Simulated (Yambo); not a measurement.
G0W0@PBEsol for MgLa₂NiO₆ (space group R-3, No. 148) in Yambo (2×2×2 mesh, 7 Ry block, plasmon pole, screening fixed), without a terminator:

| bands N in G | gap F → F (eV) | shift of the valence edge (eV) |
|---|---|---|
| 85 | 2.213 | 0.534 |
| 130 | 2.301 | 0.242 |
| 189 | 2.256 | 0.097 |

Task: Extrapolate both columns to infinite N with E(N) = E∞ + A/N, test the form, and compare with the terminator.

Result: From two points, E∞ = (N2 E2 − N1 E1)/(N2 − N1). The two largest N give 2.16 eV for the gap and -0.22 eV for the shift; the two smallest give 2.47 eV and -0.31 eV. For the gap the slopes A are -22 and 19 eV: the form isn't reached, and its limit is uncertain. For the shift the slopes A are 72 and 60 eV: the form isn't reached, and its limit is uncertain. With the Bruneval-Gonze terminator and 189 bands the run gives 2.25 eV and -0.14 eV, 0.09 eV and 0.08 eV from the extrapolated values: the terminator too is an estimate of the remainder. Block, mesh and the bands in W are held fixed.

Geometry of the Materials Project entry, not relaxed at this level; primitive cell a = 5.4270 Å, b = 5.4270 Å, c = 5.4270 Å, α = 61.21°, β = 61.21°, γ = 61.21°.

The structure is a Materials Project entry; no match was found in the copy of COD used, and its stability was not checked.

The runs are not spin-polarised; magnetic order was not tried.

A shift is the quasiparticle energy of the state minus its PBEsol energy.
